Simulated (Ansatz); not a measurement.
**Cs$_{2}$PdSe$_{2}$: reading a single point**

```
Pd Se Cs
1.0
     0.00000    0.00000    6.75552
     7.67020    0.00000    0.00000
     3.83510    7.23813   -3.37776
Pd Se Cs
2 4 4
Direct
  0.25000 0.00000 0.00000
  0.75000 0.00000 0.00000
  0.90209 0.27841 0.80418
  0.09791 0.72159 0.19582
  0.59791 0.08259 0.19582
  0.40209 0.91741 0.80418
  0.14886 0.19093 0.29772
  0.85114 0.80907 0.70228
  0.35114 0.48865 0.70228
  0.64886 0.51135 0.29772
```

The numbers come from plane-wave PAW DFT (Ansatz): r2SCAN, no spin polarisation, 500 eV, 4×4×4 Γ-centred k points, methfessel-paxton occupations (width 0.0642 eV). Nothing was relaxed.

Task: Give the Bader charges.

Result: Bader charges in e: Cs +0.77, Pd +0.15, Se -0.85. In the mean Cs gives up most and Se takes most.

Task: What does the stress say?

Result: The pressure is -1.6 GPa (compression positive), so with the atoms held at these fractions the cell would first shrink.

Task: Metal or insulator?

Result: It is a metal, with about 11 states/eV a cell as the mean within 0.25 eV of the Fermi level, mostly Se p (54 %) and Pd d (38 %).

Task: Where is the largest force?

Result: The largest is on Se3 (and as large on other atoms): 0.73 eV/Å, components (-0.54, 0.50, 0.00). It makes 41° with the line to a nearest neighbour, Pd1 at 2.60 Å, pointing towards it.

Origin: a known structure type with other elements, at an estimated volume, so it need not be a known compound. Caveats: many states at the Fermi level without spin polarisation, so a magnetic state may lie lower.
